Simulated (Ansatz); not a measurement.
Input and command of a plane-wave DFT calculation in Ansatz:

```yaml
crystal:
  lattice:
    - [3.2154082105, 0.0, 0.0]
    - [-1.6077041053, 2.7846251938, 0.0]
    - [0.0, 0.0, 15.3325481925]
  atoms:
    - { symbol: Mo, position: [0.3333333333, 0.6666666667, 0.25] }
    - { symbol: Mo, position: [0.6666666667, 0.3333333333, 0.75] }
    - { symbol: S, position: [0.3333333333, 0.6666666667, 0.6471046287] }
    - { symbol: S, position: [0.6666666667, 0.3333333333, 0.1471046287] }
    - { symbol: S, position: [0.3333333333, 0.6666666667, 0.8528953713] }
    - { symbol: S, position: [0.6666666667, 0.3333333333, 0.3528953713] }
basis:
  ecutwfc: 420
kpoints:
  mp_grid: { grid: [12, 12, 2] }
hamiltonian:
  xc: pbe
scf:
  occupations: { method: gaussian, width: 0.02 }
output:
  forces: true
  stress: true
  eigenvalues: true
relax:
  adjacent_minimum: "off"
  f_tol: 0.01
  max_steps: 30
  cell: { stress_tol: 0.1, fix: [volume] }
```

```bash
ansatz run input.yaml --threads 2 --pin off --max-ram 5120MiB --backend cpu --events-out ev --progress --plain --runs-dir out
```

Processor: Intel(R) Xeon(R) Platinum 8259CL CPU @ 2.50GHz (Skylake/Cascade Lake), 2 threads, on a host shared with other jobs.

Q: Estimate time, memory and problem size.

A: About 30 s on 2 threads of Intel(R) Xeon(R) Platinum 8259CL CPU @ 2.50GHz (Skylake/Cascade Lake), with other jobs on the host, peak memory 0.55 GiB. It solves 32 bands at 38 k points (the mesh reduced by symmetry) with about 2705 plane waves, in 29 SCF iterations over 5 ionic steps.
